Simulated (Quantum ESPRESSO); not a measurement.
## Li4AuHf2Rh (one composition in several site orders)

Simulated, not a measurement. The program is pw.x of Quantum ESPRESSO 7.5 (plane-wave density functional theory). The cell is made up: eight metal atoms on a hexagonal close-packed lattice, with elements, volume, strain and displacements drawn at random and not relaxed, so it may be unstable or far from any real phase. PseudoDojo standard norm-conserving files set the functional (PBE unless stated); there is no spin polarisation or spin-orbit coupling, the Fermi-Dirac width of 0.25 eV means electrons at about 2900 K, and the masses in the input are unused placeholders. Heavy elements are run without spin-orbit coupling, which real alloys of them have. A spin test at this wide smearing found no moment, but such smearing suppresses magnetism that the real alloy may have.

The runs put one composition on the sites in different orders. Cell, positions, cutoff, mesh and smearing stay as in the input of run 1; sites are counted in its order. Stress in the tables is positive in tension.

Input of run 1:

```
&control calculation='scf', pseudo_dir='./dojo.nc.sr.pbe.v0_5.standard.upf', outdir='./o', disk_io='minimal', tprnfor=.true., tstress=.true. /
&system ibrav=0, nat=8, ntyp=4, nbnd=48, ecutwfc=87.97787729, nosym=.true., tot_charge=0,
 occupations='smearing', smearing='fd', degauss=0.0183746611
/
&electrons conv_thr=1.470e-08, electron_maxstep=70, mixing_beta=0.5 /
ATOMIC_SPECIES
Au 1.0 Au.upf
Hf 1.0 Hf.upf
Li 1.0 Li.upf
Rh 1.0 Rh.upf
CELL_PARAMETERS angstrom
3.0703 0.0 0.0
0.0 5.318 0.0
0.0 0.0 9.9205
ATOMIC_POSITIONS angstrom
Li -0.1291 -0.0034 -0.0296
Au -0.1253 0.1065 4.8535
Hf -0.0053 1.8024 2.5262
Hf 0.1391 1.7714 7.3562
Li 1.466 2.8641 -0.0018
Li 1.5831 2.466 4.9313
Li 1.6461 4.3359 2.5533
Rh 1.6126 4.4314 7.2746
K_POINTS automatic
8 5 3 1 1 1
```

| run | elements on sites 1 to 8 | free energy less that of run 1 (eV) | -TS (eV) | pressure (GPa) | stress xx (GPa) | stress yy (GPa) | stress zz (GPa) | stress yz (GPa) | stress xz (GPa) | stress xy (GPa) | iterations |
| --- | --- | --- | --- | --- | --- | --- | --- | --- | --- | --- | --- |
| 1 | Li Au Hf Hf Li Li Li Rh | 0.000 | -1.289 | -7.32 | 7.32 | 11.28 | 3.35 | -0.02 | 0.23 | -0.29 | 17 |
| 2 | Li Au Li Li Hf Rh Hf Li | 0.504 | -1.442 | -5.75 | 6.49 | 4.16 | 6.60 | -1.37 | -0.43 | -0.23 | 14 |
| 3 | Li Hf Rh Au Li Li Hf Li | -1.116 | -1.125 | -6.09 | 4.76 | 8.43 | 5.08 | -0.77 | -0.82 | -0.73 | 13 |
| 4 | Li Hf Au Li Rh Hf Li Li | 0.185 | -1.289 | -3.38 | 4.83 | 3.43 | 1.89 | -0.44 | 0.08 | 0.37 | 15 |
| 5 | Hf Li Hf Au Li Li Li Rh | 0.936 | -1.463 | -7.29 | 8.41 | 5.32 | 8.15 | 0.86 | 0.48 | -0.23 | 14 |
| 6 | Li Rh Hf Li Li Hf Au Li | -1.588 | -1.130 | -4.15 | 2.59 | 8.55 | 1.31 | -1.37 | 0.30 | -0.23 | 15 |

Forces Fx Fy Fz (eV/Å):

| site | run 1 | run 2 | run 3 | run 4 | run 5 | run 6 |
| --- | --- | --- | --- | --- | --- | --- |
| 1 | -0.01 -0.05 -0.35 | 0.18 0.56 -0.04 | 0.13 0.63 -0.09 | 0.05 0.08 0.17 | 0.07 0.33 -1.49 | 0.03 0.09 0.39 |
| 2 | 0.20 0.10 0.15 | 0.36 -0.28 -0.08 | 0.84 0.17 -0.52 | 0.74 -1.31 0.14 | 0.12 -0.51 0.79 | 0.17 0.44 -0.25 |
| 3 | 0.20 -0.65 -0.05 | 0.12 -0.22 0.40 | 0.03 -0.38 0.85 | 0.08 0.27 -0.55 | 0.25 -0.19 -1.23 | 0.19 -0.87 -0.04 |
| 4 | -0.11 -0.13 0.03 | -0.09 0.13 -0.50 | -0.03 -0.14 -0.28 | -0.03 0.21 0.88 | -0.07 -0.02 0.16 | -0.10 -0.26 0.30 |
| 5 | 0.08 0.02 -0.27 | -0.15 -0.75 0.15 | -0.03 -0.70 -0.07 | -0.01 -0.25 0.25 | -0.04 -0.63 -0.55 | 0.02 -0.10 -0.03 |
| 6 | -0.05 0.62 0.15 | -0.15 0.78 -0.76 | -0.23 0.89 0.04 | -0.52 1.42 -0.61 | -0.09 0.41 0.94 | -0.08 0.29 0.22 |
| 7 | -0.23 0.36 0.29 | -0.25 -0.14 1.35 | -0.60 -0.25 -0.30 | -0.20 -0.20 -0.92 | -0.28 0.35 -0.03 | -0.20 0.16 -0.24 |
| 8 | -0.08 -0.27 0.04 | -0.01 -0.08 -0.53 | -0.11 -0.22 0.37 | -0.11 -0.23 0.64 | 0.03 0.26 1.41 | -0.03 0.24 -0.35 |

The sites are displaced and not relaxed, so the energy differences hold strain from misfit and are not ordering energies. A rerun of one cell of this series at a higher cutoff and on a denser mesh moved values by no more than 0.007 eV in energy, 0.04 GPa in stress and 0.003 eV/Å in force, and a second program with other atomic files agreed on that cell to 2 % rms in force and 0.5 GPa in pressure.